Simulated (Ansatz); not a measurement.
Starting cell, SnO (litharge type, space group P4/nmm):

```yaml
crystal:
  lattice:
    - [3.83618, 0.00000, 0.00000]
    - [0.00000, 3.83618, 0.00000]
    - [0.00000, 0.00000, 4.75736]
  atoms:
    - { symbol: Sn, position: [0.50000, 0.00000, 0.24343] }
    - { symbol: Sn, position: [0.00000, 0.50000, 0.75657] }
    - { symbol: O, position: [0.00000, 0.00000, 0.00000] }
    - { symbol: O, position: [0.50000, 0.50000, 0.00000] }
```

Two-dimensional scan of atom 2 (Sn, nearest neighbour O at 2.241 Å; its periodic images, 3.8 Å or more away, move with it): u runs along (1.000, 0.000, 0.000), v along (0.000, 1.000, 0.000) (Cartesian). Cell and other atoms are fixed.

Computed with PBE-D3(BJ) (plane waves to 420 eV, PAW, scalar-relativistic; Ansatz, an electronic-structure program). k mesh 10×10×8 (Γ-centred), Fermi-Dirac smearing 0.05 eV. The energy includes the smearing's −TS. With partly filled bands, energies and forces of such displacements shift with the k mesh and the smearing. At this level the bands of SnO touch or barely overlap; measurements give the solid a gap. SnO was relaxed with its symmetry unable to fall. The PAW data are Ansatz's earlier set. The last digit holds for this mesh only.

Changes of ΔE (meV/cell) from the point u = 0.000 Å, v = 0.000 Å when one coordinate moves alone (two changes are said to add if the coupling is within 5 % of the smaller one, nearly so within 20 %):

```
point                      change
-------------------------  ------
u = 0.000 Å, v = -0.340 Å   327.7
u = 0.000 Å, v = -0.170 Å    68.9
u = -0.340 Å, v = 0.000 Å   327.7
u = -0.170 Å, v = 0.000 Å    68.9
u = 0.170 Å, v = 0.000 Å     68.9
u = 0.340 Å, v = 0.000 Å    327.7
u = 0.000 Å, v = 0.170 Å     68.9
u = 0.000 Å, v = 0.340 Å    327.7
```

Task: Do the two effects add at u = 0.340 Å, v = -0.340 Å? Give the computed change.

Result: The sum of the single changes is 327.7 + (327.7) = 655.4; the calculation gives 563.6, so the coupling contributes -91.8 (over 20 % of the smaller single change, not additive).

Task: What is the change at u = -0.340 Å, v = 0.170 Å, where both move, and how far is it from the sum?

Result: The sum of the single changes is 327.7 + (68.9) = 396.6; the calculation gives 374.5, so the coupling contributes -22.1 (over 20 % of the smaller single change, not additive).

(A displaced cell: forces are minus the slopes of the energy, force constants its curvatures, and phonons follow from these.)
